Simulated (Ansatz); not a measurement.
MnCl2 (R-3m); volume scaled by 0.82.

```
Mn Cl
1.0
     1.72503    0.99595    5.45058
    -1.72503    0.99595    5.45058
     0.00000   -1.99189    5.45058
Mn Cl
1 2
Direct
  0.00000 0.00000 0.00000
  0.25000 0.25000 0.25000
  0.75000 0.75000 0.75000
```

The reference geometry is a structure as deposited in COD (the entry's cell lengths or inner coordinates differ somewhat from later room-temperature determinations); nothing is relaxed.

Functional, mesh and filling: PBEsol, 9×9×9 k mesh, Fermi–Dirac smearing of 0.08 eV. PAW means Ansatz 0.2.0 on its default frozen-core files. Site moments are integrated in spheres about the atoms. Start moments (μB): Mn1 4.

Iteration by iteration:

```tsv
iteration	Harris–Foulkes energy less the last (meV)	density residual (eV)	M (μB)	∫|m| (μB)
1	-14962.725	2.0e+02	0.4321	0.7413
2	-2499.818	8.4e+00	4.5876	4.5876
3	-448.352	2.2e+00	4.9171	4.9171
4	-91.372	9.4e-01	4.9671	4.9671
5	-46.178	3.1e-01	4.9934	4.9934
6	-3.854	4.9e-02	4.9976	4.9976
7	0.909	6.6e-03	4.9975	4.9975
8	0.223	1.0e-04	4.9975	4.9975
9	0.027	2.5e-05	4.9975	4.9975
10	0.002	1.5e-06	4.9975	4.9975
11	0.000	1.3e-07	4.9975	4.9975
12	0.000	9.6e-09	4.9975	4.9975
```

Site moments (μB): Mn1 4.20, Cl2 0.15, Cl3 0.15. Cell moment 5.00 μB.

The PAW files were made with PBE; the program remakes their cores once for the run's functional and then keeps them frozen. The Ansatz runs typed with the search for lower states off end where their start leads. None of this fixes the real material's magnetic order: only patterns that fit the cell were computed, without spin fluctuations and on one mesh and smearing, with a functional that can overstate moments.
